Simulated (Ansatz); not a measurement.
Cell and atoms are relaxed with the symmetry kept. Start:

Space group P-6m2 (No. 187). a = 4.353 Å, b = 4.353 Å, c = 5.228 Å, α = 90.00°, β = 90.00°, γ = 120.00°
| atom | site | symmetry | x | y | z |
| --- | --- | --- | --- | --- | --- |
| Ba | 1a | -6m2 | 0.0000 | 0.0000 | 0.0000 |
| Al | 1f | -6m2 | 0.6667 | 0.3333 | 0.5000 |
| Ge | 1d | -6m2 | 0.3333 | 0.6667 | 0.5000 |

All numbers below come from Ansatz, DFT r2SCAN, scalar-relativistic, plane waves, PAW.

Plane waves to 500 eV, a k mesh through Γ of 12×12×8 on the computed 3-atom cell and Gaussian smearing (0.10 eV); no spin polarisation.

Q: What does it relax to?

A: The volume decreases by 0.11 Å³/atom to 28.48 Å³/atom, and the energy falls by 0.1 meV/atom. Final structure:
```cif
data_structure
_symmetry_space_group_name_H-M 'P-6m2'
_symmetry_Int_Tables_number 187
_cell_length_a 4.3519
_cell_length_b 4.3519
_cell_length_c 5.2087
_cell_angle_alpha 90.000
_cell_angle_beta 90.000
_cell_angle_gamma 120.000
_cell_volume 85.43
loop_
_atom_site_label
_atom_site_type_symbol
_atom_site_symmetry_multiplicity
_atom_site_Wyckoff_symbol
_atom_site_fract_x
_atom_site_fract_y
_atom_site_fract_z
_atom_site_occupancy
Ba1 Ba 1 a 0.00000 0.00000 0.00000 1
Al1 Al 1 f 0.66667 0.33333 0.50000 1
Ge1 Ge 1 d 0.33333 0.66667 0.50000 1
```

Course of the relaxation (steps run on the plane waves of an earlier cell, and the basis is chosen afresh near the end, so energy and pressure can step there; trial steps that raised the energy were taken back; energies are free energies):

```tsv
step	E − E_final (meV/atom)	P (GPa)	V (Å³/atom)
1	0.1	-0.16	28.59
2	0.0	0.00	28.48
3	0.0	0.00	28.48
```

Cost: 1 run of about 0.56 core-minutes, on AMD EPYC 9R45 (Zen 5) (shared hosts).